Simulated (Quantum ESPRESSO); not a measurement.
# Computed records: Ta2TiGa4Cu (simulated cell), Al2In2AgW3 (simulated cell)

Computed with Quantum ESPRESSO 7.5. Calculation on a made-up metal alloy cell, not a measurement: no spin or spin-orbit, unrelaxed, 2900 K smearing, stress positive in tension, cell energy less fitted offsets; periodic Kohn-Sham density functional theory in plane waves with PseudoDojo standard norm-conserving scalar-relativistic pseudopotentials, each functional with its own files (v0.5 for PBE, v0.4.1 for LDA and PBEsol), eight atoms on drawn sites of a strained close-packed or body-centred lattice, each displaced and held fixed; the energy is the cell's free energy, ions and the entropy term -TS included, at the stated Fermi-Dirac width, less a fixed offset for each atom's element (shifted free energy); compositions with an open d shell lost a parallel starting moment in a cheaper test run, and other magnetic orders were not tried; an error bar is the largest change of its kind in a tighter rerun, never given below 0.002 eV, 0.02 GPa or 0.003 eV/angstrom, and covers cutoff and k-mesh only, not smearing or the files.

Settings shared by all entries: functional pbe; fermi dirac smearing 0.25 eV; electrons removed 0; k mesh 8 x 5 x 3 shifted half a step off Gamma on each axis.

Notes on all entries: heavy elements are run without spin-orbit coupling, which real alloys of them have; a spin test at this wide smearing found no moment, but such smearing suppresses magnetism that the real alloy may have; lattice, volume and sites are drawn at random and may be unstable or far from any real phase; energies are for the whole cell, less offsets fitted to these runs, so they are not formation energies.

(1) 
```cif
# cell vector a (Å): 0.0029 1.9364 1.9885
# cell vector b (Å): -4.0691 2.0347 -2.0925
# cell vector c (Å): -3.9506 -5.9970 6.1477
data_Ta2TiGa4Cu
_symmetry_space_group_name_H-M 'P 1'
_symmetry_Int_Tables_number 1
_cell_length_a 2.7756
_cell_length_b 5.0076
_cell_length_c 9.4533
_cell_angle_alpha 100.948
_cell_angle_beta 88.688
_cell_angle_gamma 90.959
_cell_volume 128.96
loop_
_atom_site_label
_atom_site_type_symbol
_atom_site_fract_x
_atom_site_fract_y
_atom_site_fract_z
_atom_site_occupancy
Ga1 Ga 0.01495 0.00351 0.00030 1
Cu1 Cu 0.99534 0.26183 0.75074 1
Ta1 Ta 0.99657 0.49572 0.49968 1
Ga2 Ga 0.99577 0.74671 0.25200 1
Ga3 Ga 0.49591 0.00435 0.49412 1
Ga4 Ga 0.49989 0.25057 0.24011 1
Ti1 Ti 0.53262 0.50686 0.99419 1
Ta2 Ta 0.50090 0.74526 0.75235 1
_calc_lattice_type 'face-centred cubic'
_calc_cutoff 1252  # eV
_calc_entropy_term_negative_ts -1.104  # eV
_calc_pressure 3.41  # GPa
_calc_stress_xx -1.18  # GPa
_calc_stress_yy -4.85  # GPa
_calc_stress_zz -4.21  # GPa
_calc_stress_yz -2.6  # GPa
_calc_stress_xz 1.73  # GPa
_calc_stress_xy -1.49  # GPa
_calc_shifted_free_energy -0.471  # eV
```

Atoms:
```csv
atoms element,atom site,atom energy offset (eV)
Ga,1,-2081.03
Cu,2,-5159.25
Ta,3,-1771.44
Ga,4,-2081.03
Ga,5,-2081.03
Ga,6,-2081.03
Ti,7,-1615.4
Ta,8,-1771.44
```

Forces:
```csv
site,x (eV/Å),y (eV/Å),z (eV/Å)
1,-0.045,0.402,-0.412
2,0.231,-0.133,0.343
3,0.235,0.507,-0.511
4,0.45,0.316,-0.235
5,-0.299,-0.744,0.696
6,-0.275,-0.004,0.076
7,0.275,-0.546,0.363
8,-0.57,0.202,-0.32
```

Notes: the copper pseudopotential is less sure than most, with forces differing by about three percent and pressure by about two GPa from a second method on plain copper; error bars: energy 0.0065 eV, stress 0.039 GPa, force 0.013 eV/Å, from a tighter rerun of a related cell, whose elements or sites may differ.

(2) 
```cif
# cell vector a (Å): 2.9484 -0.0048 0.0113
# cell vector b (Å): -0.0083 5.0043 -0.0342
# cell vector c (Å): 0.0355 -0.0621 9.2292
data_Al2In2AgW3
_symmetry_space_group_name_H-M 'P 1'
_symmetry_Int_Tables_number 1
_cell_length_a 2.9484
_cell_length_b 5.0044
_cell_length_c 9.2295
_cell_angle_alpha 90.777
_cell_angle_beta 89.559
_cell_angle_gamma 90.190
_cell_volume 136.17
loop_
_atom_site_label
_atom_site_type_symbol
_atom_site_fract_x
_atom_site_fract_y
_atom_site_fract_z
_atom_site_occupancy
In1 In 0.99140 0.00027 0.99631 1
Al1 Al 0.97304 0.01298 0.49584 1
W1 W 0.00934 0.33000 0.24766 1
W2 W 0.92817 0.31886 0.74461 1
In2 In 0.51372 0.50701 0.99001 1
Ag1 Ag 0.48610 0.49369 0.50334 1
W3 W 0.49701 0.83442 0.24319 1
Al2 Al 0.53073 0.84129 0.74627 1
_calc_lattice_type 'hexagonal close-packed'
_calc_cutoff 1116  # eV
_calc_entropy_term_negative_ts -0.963  # eV
_calc_pressure 5.82  # GPa
_calc_stress_xx -2.7  # GPa
_calc_stress_yy -2.92  # GPa
_calc_stress_zz -11.84  # GPa
_calc_stress_yz 0.68  # GPa
_calc_stress_xz 0.83  # GPa
_calc_stress_xy -0.66  # GPa
_calc_shifted_free_energy 1.356  # eV
```

Atoms:
```csv
atoms element,atom site,atom energy offset (eV)
In,1,-1808.02
Al,2,-63.26
W,3,-2063.48
W,4,-2063.48
In,5,-1808.02
Ag,6,-4218.03
W,7,-2063.48
Al,8,-63.26
```

Forces:
```csv
site,x (eV/Å),y (eV/Å),z (eV/Å)
1,0.2,0.396,0.039
2,0.139,-0.19,-0.752
3,-0.12,0.344,0.438
4,1.238,-0.39,-0.341
5,-0.573,-0.445,0.599
6,-0.228,0.667,-0.403
7,-0.178,-0.038,1.739
8,-0.478,-0.344,-1.319
```

Notes: error bars: energy 0.0058 eV, stress 0.15 GPa, force 0.0066 eV/Å, from a tighter rerun of a related cell, whose elements or sites may differ.

(3) 
```cif
# cell vector a (Å): 2.9484 -0.0048 0.0113
# cell vector b (Å): -0.0083 5.0043 -0.0342
# cell vector c (Å): 0.0355 -0.0621 9.2292
data_Al2In2AgW3
_symmetry_space_group_name_H-M 'P 1'
_symmetry_Int_Tables_number 1
_cell_length_a 2.9484
_cell_length_b 5.0044
_cell_length_c 9.2295
_cell_angle_alpha 90.777
_cell_angle_beta 89.559
_cell_angle_gamma 90.190
_cell_volume 136.17
loop_
_atom_site_label
_atom_site_type_symbol
_atom_site_fract_x
_atom_site_fract_y
_atom_site_fract_z
_atom_site_occupancy
In1 In 0.99140 0.00027 0.99631 1
Al1 Al 0.97304 0.01298 0.49584 1
W1 W 0.00934 0.33000 0.24766 1
W2 W 0.94004 0.31888 0.74459 1
In2 In 0.51372 0.50701 0.99001 1
Ag1 Ag 0.48610 0.49369 0.50334 1
W3 W 0.49701 0.83442 0.24319 1
Al2 Al 0.53073 0.84129 0.74627 1
_calc_lattice_type 'hexagonal close-packed'
_calc_cutoff 1116  # eV
_calc_entropy_term_negative_ts -0.962  # eV
_calc_pressure 5.66  # GPa
_calc_stress_xx -2.66  # GPa
_calc_stress_yy -2.7  # GPa
_calc_stress_zz -11.63  # GPa
_calc_stress_yz 0.71  # GPa
_calc_stress_xz 0.82  # GPa
_calc_stress_xy -0.67  # GPa
_calc_shifted_free_energy 1.316  # eV
```

Atoms:
```csv
atoms element,atom site,atom energy offset (eV)
In,1,-1808.02
Al,2,-63.26
W,3,-2063.48
W,4,-2063.48
In,5,-1808.02
Ag,6,-4218.03
W,7,-2063.48
Al,8,-63.26
```

Forces:
```csv
site,x (eV/Å),y (eV/Å),z (eV/Å)
1,0.205,0.387,0.046
2,0.141,-0.19,-0.755
3,-0.116,0.344,0.433
4,1.051,-0.379,-0.312
5,-0.516,-0.466,0.547
6,-0.163,0.658,-0.378
7,-0.161,-0.036,1.741
8,-0.441,-0.318,-1.322
```

Notes: error bars: energy 0.0058 eV, stress 0.15 GPa, force 0.0066 eV/Å, from a tighter rerun of this cell.

(4) 
```cif
# cell vector a (Å): 2.9484 -0.0048 0.0113
# cell vector b (Å): -0.0083 5.0043 -0.0342
# cell vector c (Å): 0.0355 -0.0621 9.2292
data_Al2In2AgW3
_symmetry_space_group_name_H-M 'P 1'
_symmetry_Int_Tables_number 1
_cell_length_a 2.9484
_cell_length_b 5.0044
_cell_length_c 9.2295
_cell_angle_alpha 90.777
_cell_angle_beta 89.559
_cell_angle_gamma 90.190
_cell_volume 136.17
loop_
_atom_site_label
_atom_site_type_symbol
_atom_site_fract_x
_atom_site_fract_y
_atom_site_fract_z
_atom_site_occupancy
In1 In 0.99140 0.00027 0.99631 1
Al1 Al 0.97304 0.01298 0.49584 1
W1 W 0.00934 0.33000 0.24766 1
W2 W 0.94286 0.31888 0.74459 1
In2 In 0.51372 0.50701 0.99001 1
Ag1 Ag 0.48610 0.49369 0.50334 1
W3 W 0.49701 0.83442 0.24319 1
Al2 Al 0.53073 0.84129 0.74627 1
_calc_lattice_type 'hexagonal close-packed'
_calc_cutoff 1116  # eV
_calc_stress_xy ?
_calc_pressure ?
```

Atoms:
```csv
atoms element,atom site,atom energy offset (eV)
In,1,-1808.02
Al,2,-63.26
W,3,-2063.48
W,4,-2063.48
In,5,-1808.02
Ag,6,-4218.03
W,7,-2063.48
Al,8,-63.26
```

Notes: error bars: energy 0.0058 eV, stress 0.15 GPa, force 0.0066 eV/Å, from a tighter rerun of a related cell, whose elements or sites may differ.

(5) 
```cif
# cell vector a (Å): 2.9484 -0.0048 0.0113
# cell vector b (Å): -0.0083 5.0043 -0.0342
# cell vector c (Å): 0.0355 -0.0621 9.2292
data_Al2In2AgW3
_symmetry_space_group_name_H-M 'P 1'
_symmetry_Int_Tables_number 1
_cell_length_a 2.9484
_cell_length_b 5.0044
_cell_length_c 9.2295
_cell_angle_alpha 90.777
_cell_angle_beta 89.559
_cell_angle_gamma 90.190
_cell_volume 136.17
loop_
_atom_site_label
_atom_site_type_symbol
_atom_site_fract_x
_atom_site_fract_y
_atom_site_fract_z
_atom_site_occupancy
In1 In 0.99140 0.00027 0.99631 1
Al1 Al 0.97304 0.01298 0.49584 1
W1 W 0.00934 0.33000 0.24766 1
W2 W 0.94971 0.31889 0.74458 1
In2 In 0.51372 0.50701 0.99001 1
Ag1 Ag 0.48610 0.49369 0.50334 1
W3 W 0.49701 0.83442 0.24319 1
Al2 Al 0.53073 0.84129 0.74627 1
_calc_lattice_type 'hexagonal close-packed'
_calc_cutoff 1116  # eV
_calc_stress_yz ?
_calc_pressure ?
_calc_shifted_free_energy ?
```

Atoms:
```csv
atoms element,atom site,atom energy offset (eV)
In,1,-1808.02
Al,2,-63.26
W,3,-2063.48
W,4,-2063.48
In,5,-1808.02
Ag,6,-4218.03
W,7,-2063.48
Al,8,-63.26
```

Notes: error bars: energy 0.0058 eV, stress 0.15 GPa, force 0.0066 eV/Å, from a tighter rerun of a related cell, whose elements or sites may differ.

(6) 
```cif
# cell vector a (Å): 2.9484 -0.0048 0.0113
# cell vector b (Å): -0.0083 5.0043 -0.0342
# cell vector c (Å): 0.0355 -0.0621 9.2292
data_Al2In2AgW3
_symmetry_space_group_name_H-M 'P 1'
_symmetry_Int_Tables_number 1
_cell_length_a 2.9484
_cell_length_b 5.0044
_cell_length_c 9.2295
_cell_angle_alpha 90.777
_cell_angle_beta 89.559
_cell_angle_gamma 90.190
_cell_volume 136.17
loop_
_atom_site_label
_atom_site_type_symbol
_atom_site_fract_x
_atom_site_fract_y
_atom_site_fract_z
_atom_site_occupancy
In1 In 0.99140 0.00027 0.99631 1
Al1 Al 0.97304 0.01298 0.49584 1
W1 W 0.00934 0.33000 0.24766 1
W2 W 0.95642 0.31889 0.74457 1
In2 In 0.51372 0.50701 0.99001 1
Ag1 Ag 0.48610 0.49369 0.50334 1
W3 W 0.49701 0.83442 0.24319 1
Al2 Al 0.53073 0.84129 0.74627 1
_calc_lattice_type 'hexagonal close-packed'
_calc_cutoff 1116  # eV
_calc_stress_yz ?
_calc_shifted_free_energy ?
_calc_stress_zz ?
```

Atoms:
```csv
atoms element,atom site,atom energy offset (eV)
In,1,-1808.02
Al,2,-63.26
W,3,-2063.48
W,4,-2063.48
In,5,-1808.02
Ag,6,-4218.03
W,7,-2063.48
Al,8,-63.26
```

Notes: error bars: energy 0.0058 eV, stress 0.15 GPa, force 0.0066 eV/Å, from a tighter rerun of a related cell, whose elements or sites may differ.

Questions
1. Al2In2AgW3 (simulated cell) (entry 4): pressure?
2. Give the table of forces values for Al2In2AgW3 (simulated cell) (entry 4).
3. Estimate the stress yz of Al2In2AgW3 (simulated cell) (entry 5).
4. Estimate the pressure of Al2In2AgW3 (simulated cell) (entry 5).
5. What shifted free energy does the calculation give for Al2In2AgW3 (simulated cell) (entry 5)?
6. What stress yz does the calculation give for Al2In2AgW3 (simulated cell) (entry 6)?
7. Al2In2AgW3 (simulated cell) (entry 6): shifted free energy?
8. Estimate the stress zz of Al2In2AgW3 (simulated cell) (entry 6).
9. Give the table of forces values for Al2In2AgW3 (simulated cell) (entry 6).

Calculated values
1. 5.63 GPa
2. 
Forces:
```csv
site,x (eV/Å),y (eV/Å),z (eV/Å)
1,0.206,0.385,0.047
2,0.141,-0.191,-0.756
3,-0.115,0.344,0.432
4,1.006,-0.377,-0.305
5,-0.502,-0.47,0.536
6,-0.148,0.656,-0.374
7,-0.157,-0.035,1.742
8,-0.432,-0.312,-1.323
```
3. 0.74 GPa
4. 5.55 GPa
5. 1.288 eV
6. 0.76 GPa
7. 1.271 eV
8. -11.39 GPa
9. 
Forces:
```csv
site,x (eV/Å),y (eV/Å),z (eV/Å)
1,0.212,0.377,0.054
2,0.144,-0.191,-0.758
3,-0.11,0.345,0.427
4,0.788,-0.371,-0.274
5,-0.435,-0.489,0.488
6,-0.073,0.648,-0.356
7,-0.137,-0.033,1.745
8,-0.389,-0.287,-1.325
```

Further results for Al2In2AgW3 (simulated cell) (entry 4):

```
entropy term negative ts : -0.962 eV
stress xx                : -2.65 GPa
stress yy                : -2.65 GPa
stress zz                : -11.58 GPa
stress yz                : 0.72 GPa
stress xz                : 0.81 GPa
stress xy                : -0.67 GPa
shifted free energy      : 1.307 eV
```

Further results for Al2In2AgW3 (simulated cell) (entry 5):

```
entropy term negative ts : -0.961 eV
stress xx                : -2.63 GPa
stress yy                : -2.55 GPa
stress zz                : -11.48 GPa
stress xz                : 0.8 GPa
stress xy                : -0.67 GPa
```

Forces:
```csv
site,x (eV/Å),y (eV/Å),z (eV/Å)
1,0.209,0.381,0.051
2,0.143,-0.191,-0.757
3,-0.112,0.344,0.429
4,0.896,-0.374,-0.289
5,-0.468,-0.48,0.511
6,-0.11,0.652,-0.364
7,-0.147,-0.034,1.743
8,-0.41,-0.299,-1.324
```

Further results for Al2In2AgW3 (simulated cell) (entry 6):

```
entropy term negative ts : -0.961 eV
pressure                 : 5.48 GPa
stress xx                : -2.61 GPa
stress yy                : -2.45 GPa
stress xz                : 0.79 GPa
stress xy                : -0.67 GPa
```
